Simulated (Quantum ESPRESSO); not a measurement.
Kohn-Sham bands of ZnS (wurtzite)

```
ZnS
1.0
    3.80580     0.00000     0.00000
   -1.90290     3.29592     0.00000
    0.00000     0.00000     6.23798
Zn S
2 2
Direct
  0.33333   0.66667   0.00014
  0.66667   0.33333   0.50014
  0.33333   0.66667   0.37486
  0.66667   0.33333   0.87486
```

Materials Project entry mp-560588; symmetrised, unrelaxed at this level. COD (Crystallography Open Database) has the formula in 4 space groups, this one among them (matched by group alone). Method: PBEsol plane waves in Quantum ESPRESSO 7.5 (PseudoDojo norm-conserving files, 68 Ry, no spin polarisation, no spin-orbit coupling), Bloch states on a 12×12×4 mesh through Γ, Wannier90 4.0.1. Density: 12×12×6 mesh, cold smearing 0.01 Ry.

List the Kohn-Sham levels between −8 and 5.1 eV relative to the valence-band maximum at the high-symmetry points, as a band run of pw.x on that density gives them (levels within 2 meV counted together).


```csv
point,k (reciprocal lattice),levels (eV)
Γ,0.000 0.000 0.000,"-6.41, -6.40 (×2), -6.31 (×2), -5.95 (×2), -5.87 (×2), -5.72, -5.42, -0.91 (×2), -0.08, 0.00 (×2), 2.08, 2.98"
M,0.500 0.000 0.000,"-6.39, -6.29, -6.18, -6.15, -6.09, -6.03, -5.88, -5.83, -5.77, -5.74, -4.89, -4.18, -3.33, -2.28, -1.73, -0.90, 3.52, 4.16, 4.98"
K,0.333 0.333 0.000,"-6.38, -6.18 (×2), -6.06, -5.99 (×2), -5.94, -5.92, -5.68 (×2), -4.37 (×2), -3.93, -2.37 (×2), -2.13, 4.10"
A,0.000 0.000 0.500,"-6.39 (×2), -6.37 (×4), -5.90 (×4), -2.91 (×2), -0.48 (×4), 3.45 (×2)"
L,0.500 0.000 0.500,"-6.41 (×2), -6.20 (×2), -6.08 (×2), -5.87 (×2), -5.70 (×2), -4.94 (×2), -1.66 (×2), -1.64 (×2), 3.42 (×2)"
H,0.333 0.333 0.500,"-6.28 (×2), -6.24 (×2), -6.02 (×2), -5.95 (×2), -5.57 (×2), -4.82 (×2), -3.11 (×2), -1.37 (×2), 4.40 (×2)"
```
